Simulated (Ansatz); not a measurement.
# Squeezing Ir (fcc type)

```yaml
crystal:
  lattice:
    - [0.00000, 1.91566, 1.91566]
    - [1.91566, 0.00000, 1.91566]
    - [1.91566, 1.91566, 0.00000]
  atoms:
    - { symbol: Ir, position: [0.00000, 0.00000, 0.00000] }
```

The cell comes from a relaxation on PAW files under the same functional.

Its volume is scaled at fixed shape and fractional positions.

Computed with Ansatz 0.2.0; functional PBEsol, scalar-relativistic. Settings: a Γ-centred 19×19×19 k mesh, Fermi–Dirac smearing of 0.08 eV, no spin polarisation. Methods: LAPW: all electrons, basis error target 1 meV/atom; PAW: frozen-core files, cutoff 420 eV; crystal datasets: all electrons, by PAW datasets that the program makes for each cell; norm-conserving: pseudopotentials, cutoff 925 eV; PAW (cutoff 600 eV): frozen-core files, cutoff 600 eV.

Energies are extrapolated to zero smearing and count from the unscaled cell; pressure is positive in compression; gaps take the mesh and a band path. No temperature or zero-point motion is included.

Spin–orbit coupling is left out, which matters for the heavy atoms. The PAW files were made under PBE.

```csv
V/V0,V (Å³/atom),P LAPW (GPa),ΔE LAPW (eV/atom),P PAW − LAPW (GPa),ΔE PAW − LAPW (meV/atom)
1.00,14.06,-0.04,0.000,0.04,0.0
0.94,13.22,27.8,0.068,0.09,0.4
0.88,12.37,67.6,0.312,0.17,1.0
0.80,11.25,148.8,?,0.35,2.8
0.72,10.12,281.6,2.518,0.73,6.4
0.64,9.00,503.6,5.204,1.68,14.4
0.55,7.73,953.1,10.766,4.39,36.7
0.45,6.33,1985,23.057,13.09,106.2
```

**Question.** Give the missing entry: row "0.80", column "ΔE LAPW (eV/atom)".

**Answer.** 1.047.

**Question.** Fit the Vinet equation to the LAPW pressures over the whole range, with residuals weighted by 1/(|P| + 0.03·Pmax).

**Answer.** V0 = 14.06 Å³/atom, B0 = 377 GPa and B0′ = 5.21, and the fit misses no point by more than 8.6 GPa. A fit over so wide a range pins B0 less well than one near rest.

**Question.** At the smallest volume, how far do crystal datasets and norm-conserving and PAW (cutoff 600 eV) lie from LAPW in pressure?

**Answer.** crystal datasets: 0.00 GPa; norm-conserving: -0.62 GPa; PAW (cutoff 600 eV): +12.41 GPa, on a LAPW pressure of 1985 GPa.

**Question.** How do the Löwdin populations by LAPW change from the unscaled cell to the last row?

**Answer.** Ir 5s 1.98 → 1.90, Ir 6s 0.99 → 0.78, Ir 5d 7.84 → 8.20 electrons an atom. These are projections on the shells that the free atoms fill; 0.19 e a cell lies outside them at the start and 0.16 e at the end.
